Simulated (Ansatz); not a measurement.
Relaxed-ion elastic tensor of BeAu in space group P2_13 (No. 198; Be on 4a, Au on 4a) in GPa (Voigt order), plane-wave PAW PBEsol (Ansatz code); density 13.53 g/cm³, 12.64 Å³ per atom.

```
 241   128   128   0.0   0.0   0.0
 128   241   128   0.0   0.0   0.0
 128   128   241   0.0   0.0   0.0
 0.0   0.0   0.0  55.1   0.0   0.0
 0.0   0.0   0.0   0.0  55.1   0.0
 0.0   0.0   0.0   0.0   0.0  55.1
```

### Question
Is the crystal mechanically stable?

### Answer
Yes: the smallest eigenvalue of C is 55.1 GPa.

### Question
Work out the Voigt, Reuss and Hill averages.

### Answer
K_V = 166, K_R = 166, K_H = 166; G_V = 55.6, G_R = 55.6, G_H = 55.6 GPa.

### Question
Give Young's modulus, Poisson's ratio, Pugh's ratio and the universal anisotropy index.

### Answer
E = 9KG/(3K + G) = 150 GPa; ν = 0.35; K/G = 2.98 (ductile by the Pugh limit of 1.75); A_U = 5G_V/G_R + K_V/K_R − 6 = 0.00.

### Question
Estimate the sound speeds and the Debye temperature.

### Answer
v_l = √((K + 4G/3)/ρ) = 4210 m/s, v_t = √(G/ρ) = 2030 m/s, mean 2280 m/s; Θ = (h/k)(3n/4πV)^(1/3) v_m = 291 K.

### Question
Give the Zener ratio and Young's modulus along [100], [110] and [111].

### Answer
A = 2C44/(C11 − C12) = 0.98; 1/E = S11 − 2(S11 − S12 − S44/2)Γ with Γ = 0, 1/4, 1/3 gives 151, 150, 149 GPa.

### Question
Solve the Christoffel equation for the three sound speeds along [100], [110], [111].

### Answer
Eigenvalues of C_ijkl n_j n_l equal ρv². In km/s, slowest first: [100] 2.02, 2.02, 4.22; [110] 2.02, 2.04, 4.21; [111] 2.03, 2.03, 4.21.

The first step of the workflow began from a Materials Project structure, measured or hypothetical; the Crystallography Open Database files this formula in space group No. 198, but the cells were not matched. Whether it is the stable phase at ambient conditions was not checked. The PBEsol relaxation kept the symmetry of its start; its stability against distortions is not shown here. As this level gives no gap, shear constants depend on the k-mesh and smearing (Fermi–Dirac, 0.1 eV here). Scalar-relativistic: spin–orbit coupling is off unless named, which matters more the heavier the elements.

Potentials: the later of the program's two PAW sets.
